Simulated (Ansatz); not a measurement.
Data sheet: Li$_{2}$Al (DFT)

Li$_{2}$Al:
Space group Cmcm (No. 63); a = 4.6218 Å, b = 9.6206 Å, c = 4.4639 Å, α = β = γ = 90.00°

```
atom  site  symmetry       x       y       z
----  ----  --------  ------  ------  ------
Li      4c       m2m  0.0000  0.2408  0.7500
Li      4c       m2m  0.0000  0.4094  0.2500
Al      4c       m2m  0.0000  0.0748  0.2500
```
(The calculation used a cell of 6 atoms; values per cell refer to that cell.)

Space group Cmcm (No. 63); conventional cell a = 4.6218 Å, b = 9.6206 Å, c = 4.4639 Å, α = β = γ = 90.00°.

Method: DFT-r²SCAN in the program Ansatz with PAW potentials. Geometry: relaxed at this level of theory. Other levels are named where they apply.

Cell and energy:

```yaml
volume_per_atom: 16.54 Å³
density: 1.37 g/cm³
Formation energy from the elements (no fitted shifts): -16 kJ/mol of atoms
```

Electronic structure:

```yaml
electronic_character: metallic (no gap)
Density of states at the Fermi level: 0.22 states/eV per atom (mean over ±0.08 eV)
```

The first step of the workflow began from a Materials Project structure, measured or hypothetical; the Crystallography Open Database copy checked does not list it. With Li and Al taken as one species the cell has the higher symmetry Im-3m, so it may be an ordered model of a mixed-site phase. Whether it is the stable phase at ambient conditions was not checked. Symmetry was held in the r²SCAN relaxation; whether a distortion lowers the energy is not shown. Axis ratios of metals converge slowly with the k-mesh, so a and c are less sure than the volume. The references are the lowest solids computed at this level, not always the standard phases.

Potentials: the later of the program's two PAW sets.
